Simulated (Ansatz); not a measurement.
### Question
Name crystals whose computed values (DFT-PBEsol in the program Ansatz with PAW potentials) fall in these windows: B₀ by P(V) fit (GPa) 180 to 250; G_Hill (GPa) 90 to 130.

### Answer


```tsv
crystal	B₀ by P(V) fit (GPa)	G_Hill (GPa)
FeNi3, Cu3Au type	227	110
TiFe, CsCl type	210	100
FeCo, CsCl type	216	101
Nb2GaC, P6_3/mmc (Nb on 4f, Ga on 2d, C on 2a)	188	114
AlRh, CsCl type	212	104
```
Others may fit too.

Spin orders computed, not proven ground states: FeNi3, Cu3Au type ferromagnetic; FeCo, CsCl type ferromagnetic. Standing as an ambient phase not checked: TiFe, CsCl type; Nb2GaC, P6_3/mmc (Nb on 4f, Ga on 2d, C on 2a); AlRh, CsCl type. Perhaps ordered models of mixed-site phases: AlRh, CsCl type. All cells were relaxed under the symmetry of their starts (and spin orders); stability against distortions was not tested throughout. Rows with no word on spin ran without spin polarisation. Spin–orbit coupling is left out wherever it is not named.

Potentials: the later of the program's two PAW sets.
